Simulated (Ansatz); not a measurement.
## Spin-resolved density of states of GdCu (Pm-3m)

```xyz
2
Lattice="3.5020 0.0000 0.0000 0.0000 3.5020 0.0000 0.0000 0.0000 3.5020" Properties=species:S:1:pos:R:3 pbc="T T T"
Gd    1.7510    1.7510    1.7510
Cu    0.0000    0.0000    0.0000
```

Geometry: a structure as deposited in COD; nothing is relaxed.

Settings: LDA, 11×11×11 k mesh, Fermi–Dirac smearing of 0.05 eV. LAPW is all-electron LAPW in Ansatz 0.2.0. Site moments are integrated in spheres about the atoms. Start moments (μB): Gd1 6.9.

Problem. Give the density of states by spin, smoothed by a Gaussian of 0.15 eV.

Solution. 
```csv
E − E_F (eV),majority (states/eV/cell),minority (states/eV/cell)
-7.00,0.00,0.00
-6.60,0.00,0.00
-6.20,0.04,0.01
-5.80,0.08,0.05
-5.40,0.12,0.08
-5.00,0.19,0.12
-4.60,7.29,0.16
-4.20,9.45,0.29
-3.80,1.09,0.95
-3.40,3.09,3.20
-3.00,6.89,7.40
-2.60,2.11,1.86
-2.20,0.80,0.94
-1.80,0.19,0.15
-1.40,0.35,0.19
-1.00,0.65,0.40
-0.60,0.86,0.84
-0.20,0.66,0.99
0.20,1.21,2.93
0.60,0.95,14.11
1.00,0.31,2.31
1.40,1.07,0.91
1.80,0.78,0.29
2.20,0.83,0.97
2.60,0.92,0.82
3.00,0.72,0.86
3.40,0.94,0.92
3.80,1.04,0.62
4.20,0.64,0.76
```
Site moments (μB): Gd1 7.00, Cu2 0.03. Cell moment 7.11 μB.

Löwdin populations of d and f shells (filled inner shells left out):

| shell | up | down |
| --- | --- | --- |
| Gd1 5d | 1.30 | 1.05 |
| Gd1 4f | 6.99 | 0.16 |
| Cu2 3d | 4.85 | 4.84 |

Without U a semilocal functional puts the f levels too near the Fermi level, which can change moments and the order of magnetic states; site and cell moments are spin moments. Spin–orbit coupling is left out although heavy atoms are present. With open f shells a run can end in a state that isn't the lowest. The magnetic state is the one that this cell and start allow. It needn't be the compound's measured order, which may need a larger cell or be absent.
